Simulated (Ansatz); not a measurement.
**TiAl2O5, first-principles data**

TiAl₂O₅:
```yaml
crystal:
  lattice:
    - [1.81558, -4.72216, 0.00000]
    - [1.81558, 4.72216, 0.00000]
    - [0.00000, 0.00000, 9.53096]
  atoms:
    - { symbol: Ti, position: [0.12772, 0.87228, 0.06174] }
    - { symbol: Ti, position: [0.87228, 0.12772, 0.56174] }
    - { symbol: Al, position: [0.14213, 0.85787, 0.43159] }
    - { symbol: Al, position: [0.85787, 0.14213, 0.93159] }
    - { symbol: Al, position: [0.19022, 0.80978, 0.75405] }
    - { symbol: Al, position: [0.80978, 0.19022, 0.25405] }
    - { symbol: O, position: [0.05736, 0.94264, 0.61246] }
    - { symbol: O, position: [0.94264, 0.05736, 0.11246] }
    - { symbol: O, position: [0.04444, 0.95556, 0.88046] }
    - { symbol: O, position: [0.95556, 0.04444, 0.38046] }
    - { symbol: O, position: [0.24604, 0.75396, 0.25403] }
    - { symbol: O, position: [0.75396, 0.24604, 0.75403] }
    - { symbol: O, position: [0.31607, 0.68393, 0.57962] }
    - { symbol: O, position: [0.68393, 0.31607, 0.07962] }
    - { symbol: O, position: [0.30754, 0.69246, 0.92607] }
    - { symbol: O, position: [0.69246, 0.30754, 0.42607] }
```

Space group Cmc2_1 (No. 36); conventional cell a = 3.6312 Å, b = 9.4443 Å, c = 9.5310 Å, α = β = γ = 90.00°.

Method: the program Ansatz at the PBEsol level (PAW). The cell and atoms are relaxed at this level. Other levels are named where they apply.

Cell and energy:

```yaml
volume_per_atom: 10.21 Å³
density: 3.69 g/cm³
Formation energy from the elements (no fitted shifts): -3.03 eV/atom
```

Electronic structure:

```yaml
band_gap: 3.31 eV (indirect)
valence_band_maximum: on the Σ0–Γ line, 71 % of the way from Σ0 (k = 0.083, 0.083, 0.000 in fractions of the reciprocal vectors)
conduction_band_minimum: at Y (k = 0.500, 0.500, 0.000 in fractions of the reciprocal vectors)
smallest_direct_gap_on_the_standard_path: 3.40 eV
HSE06 gap on the PBEsol cell: 5.04 eV
```

Mechanics:

```yaml
Bulk modulus (Birch–Murnaghan fit): 198 GPa
Pressure derivative B′: 3.9
Elastic constants (relaxed ions, GPa): C11 = 354, C22 = 343, C33 = 332, C12 = 159, C13 = 144, C23 = 90.1, C44 = 82.2, C55 = 128, C66 = 70.2
mechanical_stability: stable (all eigenvalues of C positive)
hill_bulk_and_shear_moduli: 200 and 95.8 GPa
Young's modulus: 248 GPa
Poisson's ratio: 0.29
debye_temperature_from_the_elastic_constants: 780 K
Piezoelectric stress constants (proper, relaxed ions, C/m²): e24 = 0.34, e31 = 0.18, e32 = -0.65, e33 = -0.05
```

Dielectric response:

```yaml
Electronic dielectric constant ε∞ (DFPT): 4.29 (xx), 4.25 (yy), 3.94 (zz)
Static dielectric constant ε0 (ions relaxed, cell fixed): 13.0 (xx), 14.0 (yy), 17.7 (zz)
Born charges (a third of the trace): Ti +4.92, Al +2.96 to +3.17, O -2.61 to -1.98 e
```

Phonons:

```yaml
Highest zone-centre frequency (without LO–TO term): 827 cm⁻¹
zone_centre_stability: no imaginary mode at Γ
```

The first step of the workflow began from a Materials Project structure, measured or hypothetical; the Crystallography Open Database copy checked does not list it. Whether it is the stable phase at ambient conditions was not checked. The cell was relaxed with PBEsol under the symmetry of its start. No spin polarisation was allowed. Signs of piezoelectric constants follow the polarity of the cell as given. The references are the lowest solids computed at this level, not always the standard phases (solids in place of the gases).

Potentials: the later of the program's two PAW sets.
